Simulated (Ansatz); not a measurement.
In₂Au (fluorite or antifluorite type, Fm-3m) at seven volumes, DFT-r²SCAN in the program Ansatz with PAW potentials, scaled uniformly. One row is withheld.

| V (Å³/atom) | P (GPa) |
|---|---|
| 21.497 | 8.79 |
| 22.206 | ? |
| 22.914 | 2.36 |
| 23.623 | 0.00 |
| 24.332 | -1.90 |
| 25.040 | -3.30 |
| 25.749 | -4.41 |

Question: Fit the shown pressures and predict the withheld one.

Answer: Third-order Birch–Murnaghan: P = (3/2)B₀(x^(7/2) − x^(5/2))[1 + (3/4)(B′ − 4)(x − 1)] with x = (V₀/V)^(2/3). Least squares on the six rows gives V₀ = 23.623 Å³/atom, B₀ = 68.63 GPa, B′ = 6.60. At V = 22.206, x = 1.0421 and P = 5.20 GPa. The run itself gave 5.22 GPa.

The workflow started from an entry of the Crystallography Open Database (COD). Whether it is the stable phase at ambient conditions was not checked. The cell was relaxed with r²SCAN under the symmetry of its start; its stability against distortions is not shown here. Spin–orbit coupling is left out wherever it is not named.

Potentials: the later of the program's two PAW sets.
